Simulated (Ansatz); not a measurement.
Relaxed candidate structures of NbInO4:

A. P4/mmm (No. 123), tP6; a = b = 3.450 Å, c = 5.535 Å, α = β = γ = 90.00°; In 1c (0.500, 0.500, 0.000); Nb 1d (0.500, 0.500, 0.500); O 4i (0.000, 0.500, 0.275)

B. P4 (No. 75), tP6; a = b = 4.9279 Å, c = 2.8234 Å, α = β = γ = 90.00°; In 1b (0.500, 0.500, 0.368); Nb 1a (0.000, 0.000, 0.181); O 4d (0.281, 0.204, 0.861)

C. P2/c (No. 13), mP12; a = 4.859 Å, b = 5.797 Å, c = 5.153 Å, α = γ = 90.00°, β = 91.01°; Nb 2e (0.000, 0.178, 0.250); In 2f (0.500, 0.681, 0.250); O 4g (0.260, 0.381, 0.402); O 4g (0.215, 0.103, 0.939)

D. P2₁ (No. 4), mP12; a = 3.6716 Å, b = 6.2078 Å, c = 6.3064 Å, α = γ = 90.00°, β = 95.69°; In 2a (0.989, 0.161, 0.174); Nb 2a (0.576, 0.223, 0.630); O 2a (0.065, 0.817, 0.109); O 2a (0.042, 0.254, 0.506); O 2a (0.474, 0.475, 0.232); O 2a (0.516, 0.051, 0.325)…

### Question
Put the candidates in order of energy per atom, lowest first, for r2SCAN (plane waves to 500 eV, PAW, scalar-relativistic; Ansatz, a program for electronic structure).

### Answer
C (reference, the lowest of the structures calculated here), D (+160 meV/atom), B (+802 meV/atom), A (+0.85 eV/atom)

### Question
Give each candidate's band gap.

### Answer
No gap: A. B: 0.33 eV (no spin-orbit coupling); C: 3.82 eV (no spin-orbit coupling); D: 3.33 eV (no spin-orbit coupling).

Probably no minimum, since a slightly shaken restart fell lower: P4/mmm, tP6 (by 0.69 eV/atom, to P2₁).  1 generated cell of layers, chains or molecules, poorly bound without dispersion, is left out. Each run could gain symmetry but not lose that of its start, so entries can be saddle points. From databases, or of a type measured for this composition: P2/c, mP12; the others are generated cells (placed on structure types, drawn at random, substituted or restacked) that were not matched to a known phase here. Energies are at zero temperature and pressure, without zero-point motion. No spin polarisation in the result. No Hubbard U is applied. Gaps of cells over 8 atoms come from the SCF mesh and high-symmetry points alone.
